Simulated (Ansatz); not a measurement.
ZnCu$_{2}$GeS$_{4}$:
```
CELL_PARAMETERS angstrom
     -2.62760     2.62760     5.26417
      2.62760    -2.62760     5.26417
      2.62760     2.62760    -5.26417
ATOMIC_POSITIONS crystal
  Zn 0.00000 0.00000 0.00000
  Cu 0.25000 0.75000 0.50000
  Cu 0.75000 0.25000 0.50000
  Ge 0.50000 0.50000 0.00000
  S  0.87283 0.87283 0.48808
  S  0.12717 0.61525 0.00000
  S  0.38475 0.38475 0.51192
  S  0.61525 0.12717 0.00000
```

Cartesian axes are those of the cell as given.

Problem. Give the proper piezoelectric stress tensor with relaxed ions from plane-wave PAW PBEsol (Ansatz code).

Solution. In C/m², rows x, y, z, Voigt columns; mesh uncertainty up to 0.01.
```
 0.00   0.00   0.00   0.08   0.00   0.00
 0.00   0.00   0.00   0.00   0.08   0.00
 0.00   0.00   0.00   0.00   0.00  -0.02
```

The elastic tensor of the same run (GPa):

```json
[
 {"": "1", "1": "115", "2": "71.5", "3": "71.2", "4": "0.0", "5": "0.0", "6": "0.0"},
 {"": "2", "1": "71.5", "2": "115", "3": "71.2", "4": "0.0", "5": "0.0", "6": "0.0"},
 {"": "3", "1": "71.2", "2": "71.2", "3": "116", "4": "0.0", "5": "0.0", "6": "0.0"},
 {"": "4", "1": "0.0", "2": "0.0", "3": "0.0", "4": "50.3", "5": "0.0", "6": "0.0"},
 {"": "5", "1": "0.0", "2": "0.0", "3": "0.0", "4": "0.0", "5": "50.3", "6": "0.0"},
 {"": "6", "1": "0.0", "2": "0.0", "3": "0.0", "4": "0.0", "5": "0.0", "6": "49.9"}
]
```

Problem. Convert to strain constants d = e·S.

Solution. In pC/N:
```
 0.0   0.0   0.0   1.6   0.0   0.0
 0.0   0.0   0.0   0.0   1.6   0.0
 0.0   0.0   0.0   0.0   0.0  -0.4
```

Space group I-42m. The first step of the workflow began from a Materials Project structure, measured or hypothetical; the Crystallography Open Database copy checked does not list it. Its standing as an ambient phase is unchecked. The cell was relaxed with PBEsol under the symmetry of its start; its stability against distortions is not shown here. The run is not spin-polarised.

Potentials: the later of the program's two PAW sets.
